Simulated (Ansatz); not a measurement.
K3LaP2S8 — coordination and ⁴¹K quadrupole coupling

Cell: a Materials Project structure (computed, not necessarily an observed phase), atoms as given.

```cif
data_K3LaP2S8
_symmetry_space_group_name_H-M 'P2_1/c'
_symmetry_Int_Tables_number 14
_cell_length_a 9.2925
_cell_length_b 17.3806
_cell_length_c 9.7112
_cell_angle_alpha 90.000
_cell_angle_beta 90.595
_cell_angle_gamma 90.000
loop_
_atom_site_label
_atom_site_type_symbol
_atom_site_symmetry_multiplicity
_atom_site_Wyckoff_symbol
_atom_site_fract_x
_atom_site_fract_y
_atom_site_fract_z
K1 K 4 e 0.2687 0.5284 0.9881
K5 K 4 e 0.3787 0.7860 0.8719
K9 K 4 e 0.1288 0.2923 0.1179
La La 4 e 0.2272 0.4868 0.5273
P17 P 4 e 0.9960 0.3987 0.7429
P21 P 4 e 0.5239 0.5990 0.7194
S25 S 4 e 0.3354 0.3441 0.4068
S29 S 4 e 0.5633 0.6252 0.9192
S33 S 4 e 0.9637 0.1247 0.0354
S37 S 4 e 0.0486 0.0152 0.7488
S41 S 4 e 0.5383 0.0185 0.1805
S45 S 4 e 0.3162 0.8699 0.1687
S49 S 4 e 0.2124 0.1151 0.2762
S53 S 4 e 0.8791 0.1718 0.3632
```

One atom of each set is listed.

All values are calculated (Ansatz; DFT, PBE, plane waves and PAW, scalar-relativistic, 420 eV cutoff, Γ-centred 3×2×3 k-points, Fermi–Dirac smearing 0.02 eV), not measured.

Q(⁴¹K) = 73.40 mb.

(1) Rank these K sites by |C_Q|, smallest first.
A. K5: 7 S at 3.29–3.66 Å; also 1 S at 4.05 Å
B. K9: 9 S at 3.22–3.94 Å; also 1 P at 3.75 Å
C. K1: 9 S at 3.20–4.00 Å; also 4 P at 3.75–4.13 Å, 1 K at 4.41 Å

## Answers

(1) C (1.87 MHz, η = 0.32), B (2.52 MHz, η = 0.85), A (3.47 MHz, η = 0.13).

Like point charges on the first shell alone (each adding as 1/d³) would give the same order, so the shape of the shell goes a long way to explain it.
